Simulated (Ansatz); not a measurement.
**What a change of settings does to a run on BiB**

The structure comes from a relaxation in the same program, started in the rocksalt type, and has space group Fm-3m. Whether it is a known phase or the ground state wasn't checked.

First run: DFT, PBE, PAW with Ansatz's default frozen-core files, fully relativistic files with spin-orbit coupling (Ansatz 0.2.0).

Command: `ansatz run input.yaml --threads 1 --pin off --max-ram 2048MiB --backend cpu --events-out ev --progress --plain --runs-dir out` The run took 23 s on 1 thread of Arm Neoverse V1 (shared host), peak memory 0.61 GiB.

```yaml
crystal:
  lattice:
    - [0.0, 2.6380753196, 2.6380753196]
    - [2.6380753196, 0.0, 2.6380753196]
    - [2.6380753196, 2.6380753196, 0.0]
  atoms:
    - { symbol: B, position: [0.0, 0.0, 0.0] }
    - { symbol: Bi, position: [0.5, 0.5, 0.5] }
kpoints:
  mp_grid: { grid: [12, 12, 12] }
  band_path:
    path:
      - [0.0, 0.0, 0.0]
      - [0.5, 0.0, 0.5]
      - [0.625, 0.25, 0.625]
      - [0.375, 0.375, 0.75]
      - [0.0, 0.0, 0.0]
      - [0.5, 0.5, 0.5]
      - [0.5, 0.25, 0.75]
      - [0.5, 0.0, 0.5]
    npoints: 5
scf:
  occupations: { method: fermi_dirac, width: 0.05 }
hamiltonian:
  xc: pbe
  pseudopotentials: { kind: paw_fr }
output:
  forces: true
  stress: true
  eigenvalues: true
  efg: { contact_densities: true }
magnetization:
  noncollinear: true
  spin_orbit: true
```

Result: converged; pressure 0.87 GPa; no gap on the k mesh; 7 SCF iterations.

The input is then changed:

```diff
@@ -8,5 +8,5 @@
     - { symbol: Bi, position: [0.5, 0.5, 0.5] }
 kpoints:
-  mp_grid: { grid: [12, 12, 12] }
+  mp_grid: { grid: [10, 10, 10], shift: [0.5, 0.5, 0.5] }
   band_path:
     path:
```

Question: What does the second run give?

Answer: It converged; energy at zero smearing -4.3 meV/atom from the first run; pressure 0.78 GPa; no gap on the k mesh; 7 SCF iterations. Some of these settings are too coarse for converged properties.
